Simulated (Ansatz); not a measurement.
## Clamped-ion strain scan in YCl

Level of theory: Ansatz 0.2.0, DFT PBEsol, scalar-relativistic, plane waves, PAW. The runs took a 420 eV cutoff, a Γ-centred 12×12×12 mesh and Gaussian smearing (0.15 eV). No spin polarisation. Energies are free energies at this smearing, counted from the undisturbed cell; pressure is positive in compression.

The starting cell (as given, not relaxed at this level; it stands at -0.6 GPa, and it needn't be the usual structure):

```yaml
crystal:
  lattice:
    - [1.87615, 1.08320, 9.17500]
    - [-1.87615, 1.08320, 9.17500]
    - [0.00000, -2.16639, 9.17500]
  atoms:
    - { symbol: Y, position: [0.21683, 0.21683, 0.21683] }
    - { symbol: Y, position: [0.78317, 0.78317, 0.78317] }
    - { symbol: Cl, position: [0.38830, 0.38830, 0.38830] }
    - { symbol: Cl, position: [0.61170, 0.61170, 0.61170] }
```

The cell holds layers and no dispersion correction was added, so their binding is poorly described.

The cell is strained by ε times the Voigt pattern (0, 0, 0, 1, 0, 0) (xx, yy, zz, yz, xz, xy; engineering shear) with fractional coordinates fixed. The cell is metallic on the mesh throughout.

```csv
ε,ΔE (meV/atom),"stress summed along the pattern (GPa, tension positive)",pressure (GPa)
-0.0600,8.1,-1.60,-0.5
-0.0300,2.0,-0.76,-0.6
0.0000,0.0,0.00,-0.6
0.0450,4.1,1.03,-0.6
```